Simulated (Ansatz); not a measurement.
SnTe in space group P4_2/mmc (No. 131; Sn on 2c, Te on 2e) at seven volumes, DFT-PBE in the program Ansatz with PAW potentials, shape and atoms relaxed at each. One row is withheld.

| V (Å³/atom) | P (GPa) |
|---|---|
| 34.902 | 2.42 |
| 36.053 | 1.47 |
| 37.203 | ? |
| 38.354 | 0.00 |
| 39.505 | -0.54 |
| 40.655 | -1.01 |
| 41.806 | -1.30 |

### Question
Fit the shown pressures and predict the withheld one.

### Answer
P = (3/2)B₀(x^(7/2) − x^(5/2))[1 + (3/4)(B′ − 4)(x − 1)] with x = (V₀/V)^(2/3). Least squares on the six rows gives V₀ = 38.345 Å³/atom, B₀ = 19.7 GPa, B′ = 5.78. At V = 37.203, x = 1.0204 and P = 0.65 GPa. The run itself gave 0.68 GPa.

A made-up cell: these elements were put on the sites of a structure type; neither database checked (COD, Materials Project) lists it. It is not the phase usual at ambient conditions (space group No. 225). Symmetry was held in the PBE relaxation; its stability against distortions is not shown here. Scalar-relativistic: spin–orbit coupling is off unless named, which matters more the heavier the elements.

Potentials: the later of the program's two PAW sets.
